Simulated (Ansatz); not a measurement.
Method: Ansatz 0.2.0, DFT PBE, scalar-relativistic, plane waves, PAW. Settings: cutoff 420 eV, Γ-centred meshes spaced at most about 0.3 Å⁻¹, and about 0.25 Å⁻¹ or finer for metals (2π included), Gaussian smearing. No spin polarisation in the final relaxations.

These are static total energies at zero pressure.

Compare these two cells of BiTe₅, each relaxed at this level.

A.

```cif
data_structure
_symmetry_space_group_name_H-M 'P4/mmm'
_symmetry_Int_Tables_number 123
_cell_length_a 7.2853
_cell_length_b 7.2853
_cell_length_c 5.8945
_cell_angle_alpha 90.000
_cell_angle_beta 90.000
_cell_angle_gamma 90.000
_cell_volume 312.85
loop_
_atom_site_label
_atom_site_type_symbol
_atom_site_symmetry_multiplicity
_atom_site_Wyckoff_symbol
_atom_site_fract_x
_atom_site_fract_y
_atom_site_fract_z
_atom_site_occupancy
Bi1 Bi 1 d 0.50000 0.50000 0.50000 1
Te1 Te 4 l 0.72804 0.00000 0.00000 1
Te2 Te 1 c 0.50000 0.50000 0.00000 1
```

B.

```cif
data_structure
_symmetry_space_group_name_H-M 'F-43m'
_symmetry_Int_Tables_number 216
_cell_length_a 9.0028
_cell_length_b 9.0028
_cell_length_c 9.0028
_cell_angle_alpha 90.000
_cell_angle_beta 90.000
_cell_angle_gamma 90.000
_cell_volume 729.67
loop_
_atom_site_label
_atom_site_type_symbol
_atom_site_symmetry_multiplicity
_atom_site_Wyckoff_symbol
_atom_site_fract_x
_atom_site_fract_y
_atom_site_fract_z
_atom_site_occupancy
Bi1 Bi 4 a 0.00000 0.00000 0.00000 1
Te1 Te 4 c 0.25000 0.25000 0.25000 1
Te2 Te 16 e 0.62461 0.12461 0.12461 1
```

Question: Which would you expect to be lower, and how large is the difference?

Answer: A is lower, by 61 meV/atom. A has space group P4/mmm (No. 123), 52.1 Å³/atom and no gap on its mesh; B has space group F-43m (No. 216), 30.4 Å³/atom and no gap. Counting Te atoms around Bi (those within 1.25 times the shortest such distance or 1.15 times the sum of covalent radii; the shortest distance is added where it is long for a bond), A has Bi 2 and B has Bi 16 from 3.7 Å. A holds Te–Te units of three or more atoms (shortest 2.80 Å); in B the shortest Te–Te distance is 3.17 Å, near bonding range too. Even the lower one lies +0.43 eV/atom against the reference forms of the elements (uncorrected), so neither is stable at this level. In A, Bi is surrounded by 2 Te at 2.95 Å; Te on a site of symmetry m2m has 2 Te at 2.80 Å and 1 Te at 3.32 Å; Te on a site of symmetry 4/mmm has 2 Bi at 2.95 Å. In B, Bi is surrounded by 16 Te at 3.73–3.90 Å; around Te on a site of symmetry -43m lie 12 Te at 3.73 Å and 4 Bi at 3.90 Å; around Te on a site of symmetry 3m lie 6 Te at 3.17–3.19 Å, 3 Te at 3.73 Å and 3 Bi at 3.73 Å. Both come from invented guesses. A third cell relaxed alike, in P-62m, lies 0.31 eV/atom below the lower of the two.

No dispersion correction is applied, so the spacing and binding between layers, chains or molecules are poorly described (P4/mmm), and this can change margins and order among such cells. Spin–orbit coupling, which can matter for Bi and Te, is left out. In P4/mmm, F-43m an odd number of electrons in the primitive cell allows no gap without spin; a larger cell or a magnetic state could open one. A magnetic state wasn't ruled out in cells without spin, among them P4/mmm, F-43m. Cells relaxed within their symmetry can be saddle points.
